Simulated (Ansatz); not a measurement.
LiTaO$_{3}$:
```
LiTaO3
1.0
    3.89424     0.00000     0.00000
    0.00000     3.89424     0.00000
    0.00000     0.00000     3.95837
Ta Li O
1 1 3
Direct
  0.50000   0.50000   0.40518
  0.00000   0.00000   0.15896
  0.50000   0.50000   0.86672
  0.50000   0.00000   0.33757
  0.00000   0.50000   0.33757
```

Cartesian axes are those of the cell as given.

Task: Give the high-frequency dielectric tensor and the Born effective charge tensors of the independent atoms from DFPT, plane-wave PAW LDA (Ansatz code).

Result: 
ε∞:
```
4.56  0.00  0.00
0.00  4.56  0.00
0.00  0.00  4.43
```
Z* of atom 1 (Ta), rows: field, columns: displacement, in e:
```
7.61  0.00  0.00
0.00  7.61  0.00
0.00  0.00  6.98
```
Z* of atom 2 (Li), rows: field, columns: displacement, in e:
```
1.10  0.00  0.00
0.00  1.10  0.00
0.00  0.00  0.99
```
Z* of atom 3 (O), rows: field, columns: displacement, in e:
```
-1.29   0.00   0.00
 0.00  -1.29   0.00
 0.00   0.00  -5.38
```
Z* of atom 4 (O), rows: field, columns: displacement, in e:
```
-1.67   0.00   0.00
 0.00  -5.75   0.00
 0.00   0.00  -1.30
```

Space group P4mm. The start of the workflow was typed in or built on a structure type; neither database checked (COD, Materials Project) lists it. It is not the phase usual at ambient conditions (space group No. 161). The LDA relaxation kept the symmetry of its start. At this level the phase is dynamically unstable (imaginary phonons). The run is not spin-polarised. Scalar-relativistic: spin–orbit coupling is off unless named, which matters more the heavier the elements.

Potentials: the earlier of the program's two PAW sets. The files were generated under PBE; for other functionals the program regenerates the frozen cores, and for LDA and PBEsol the local potential too.
